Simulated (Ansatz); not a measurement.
In2Au:
```xyz
3
Lattice="0.0000 3.2846 3.2846 3.2846 0.0000 3.2846 3.2846 3.2846 0.0000" Properties=species:S:1:pos:R:3 pbc="T T T"
In     4.9268     4.9268     4.9268
In     1.6423     1.6423     1.6423
Au     0.0000     0.0000     0.0000
```

Relaxed with r²SCAN. Special points in fractions of this cell's reciprocal vectors: Γ (0.000, 0.000, 0.000); X (0.500, 0.000, 0.500); U (0.625, 0.250, 0.625); K (0.375, 0.375, 0.750); L (0.500, 0.500, 0.500); W (0.500, 0.250, 0.750).

List the band energies nearest the Fermi level at these points for r²SCAN (plane waves, PAW; program Ansatz).

In eV from the Fermi level; about four levels below and three above (degenerate sets whole), none deeper than 8.9 eV; points with the same levels are listed once.

```json
[
 {"k": "Γ", "below": "-5.85 -5.85 -5.85 -5.01 -5.01", "above": "0.44 3.14 3.14 3.14"},
 {"k": "X", "below": "-4.48 -1.94 -1.94 -0.28", "above": "2.54 9.32 9.32"},
 {"k": "U", "below": "-4.98 -4.50 -3.48 -1.19", "above": "1.11 4.55 6.87"},
 {"k": "L", "below": "-5.59 -5.59 -5.01 -5.01 -4.89", "above": "0.83 0.83 1.79"},
 {"k": "W", "below": "-4.78 -4.06 -4.06 -2.18", "above": "3.75 3.75 5.20"}
]
```

Space group Fm-3m (fluorite or antifluorite type). The workflow started from a Materials Project entry (that database holds measured and hypothetical structures alike); the Crystallography Open Database files this formula in space group No. 225, but the cells were not matched. Its standing as an ambient phase is unchecked. The cell was relaxed with r²SCAN under the symmetry of its start; its stability against distortions is not shown here. Spin–orbit coupling is left out wherever it is not named.

Potentials: the later of the program's two PAW sets.
